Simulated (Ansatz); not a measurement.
Hf2Au (MoSi2 or CaC2 type, space group No. 139) at seven volumes, PBEsol (plane waves, PAW; program Ansatz), shape and atoms relaxed at each. One row is withheld.

```json
[
 {"V (Å³/atom)": "18.047", "P (GPa)": "16.70"},
 {"V (Å³/atom)": "18.642", "P (GPa)": "10.25"},
 {"V (Å³/atom)": "19.237", "P (GPa)": "?"},
 {"V (Å³/atom)": "19.832", "P (GPa)": "0.00"},
 {"V (Å³/atom)": "20.427", "P (GPa)": "-4.04"},
 {"V (Å³/atom)": "21.022", "P (GPa)": "-7.50"},
 {"V (Å³/atom)": "21.617", "P (GPa)": "-10.44"}
]
```

Task: Fit the shown pressures and predict the withheld one.

Result: Third-order Birch–Murnaghan: P = (3/2)B₀(x^(7/2) − x^(5/2))[1 + (3/4)(B′ − 4)(x − 1)] with x = (V₀/V)^(2/3). Least squares on the six rows gives V₀ = 19.832 Å³/atom, B₀ = 145.3 GPa, B′ = 4.20. At V = 19.237, x = 1.0205 and P = 4.72 GPa. The run itself gave 4.72 GPa.

Space group I4/mmm (MoSi2 or CaC2 type). The workflow started from an entry of the Crystallography Open Database (COD). Whether it is the stable phase at ambient conditions was not checked. The cell was relaxed with PBEsol under the symmetry of its start; its stability against distortions is not shown here. The run is not spin-polarised. Spin–orbit coupling is left out wherever it is not named.

Potentials: the later of the program's two PAW sets.
